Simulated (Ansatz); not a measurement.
# Property card for I

I:
```
I
1.0
    3.57568    -2.16129     0.00000
    3.57568     2.16129     0.00000
    0.00000     0.00000     9.52862
I
4
Direct
  0.82100   0.17900   0.12307
  0.17900   0.82100   0.87693
  0.32100   0.67900   0.37693
  0.67900   0.32100   0.62307
```

Space group Cmce (No. 64), molecular I2 type; conventional cell a = 7.1514 Å, b = 4.3226 Å, c = 9.5286 Å, α = 90.00°, β = 90.00°, γ = 90.00°.

Method: LDA in the plane-wave PAW code Ansatz. Geometry: relaxed at this level of theory. Other levels are named where they apply.

### Cell and energy

- Volume per atom: 36.82 Å³
- Density: 5.72 g/cm³

### Electronic structure

Band gap: 0.68 eV (indirect)
Valence-band maximum: at R (k = 0.000, 0.500, 0.500)
Conduction-band minimum: on the Y–F0 line, 41 % of the way from Y (k = 0.435, -0.435, 0.000) (2 equivalent valleys)
Smallest direct gap on the standard path: 1.03 eV

The LDA relaxation kept the symmetry of its start. A crystal of weakly bound units computed without a dispersion correction: the cell and the soft elastic constants depend strongly on that. Spin–orbit coupling is left out wherever it is not named.

Potentials: the later of the program's two PAW sets.
